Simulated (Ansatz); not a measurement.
HfN: energy along a strain

HfN, Fm-3m, a = 4.518 Å (as given, not relaxed at this level: -3.0 GPa). Ansatz: PBEsol, PAW, 420 eV, Γ-centred 18×18×18 mesh on 2 atoms, Gaussian smearing 0.15 eV; no spin polarisation. Cell vectors (Å): 0.000 2.259 2.259; 2.259 0.000 2.259; 2.259 2.259 0.000. The cell is strained by x per cent times the pattern (1 1 0 0 0 0) in the order xx yy zz yz xz xy (engineering shears), with fractional coordinates held. y is the free energy over the start, V0 = 11.528 Å³/atom.

| x (%) | y (meV/atom) |
| --- | --- |
| -6.00 | 204.35 |
| -4.50 | 102.59 |
| -3.00 | 38.13 |
| -1.50 | 5.55 |
| 0.00 | 0.00 |
| 1.50 | ? |
| 3.00 | 53.87 |
| 4.50 | 106.74 |
| 5.25 | 138.44 |
| 6.00 | 173.22 |

Question: Fit y = c1 x + c2 x² + c3 x³ to the other rows, get the stiffness along the pattern, and predict the missing energy.

Answer: Least squares on the rows shown. y = 4.3852 x + 5.2182 x² − 0.19426 x³. The clamped-ion stiffness p·C·p = 2 × 52.18 eV × 160.2 / 11.528 Å³ = 1450 GPa (second derivative at the start, which stands under stress). At x = 1.50 the fit asked for gives 17.66 meV/atom. The run gave 17.29 meV/atom, so the fit is 0.37 meV/atom too high, within the rms miss on the fitted rows (0.85 meV/atom).

The cell has an odd number of electrons and ran without spin polarisation, so a magnetic or disproportionated state may lie lower. Spin–orbit coupling is left out, which can shift energies with elements as heavy as these.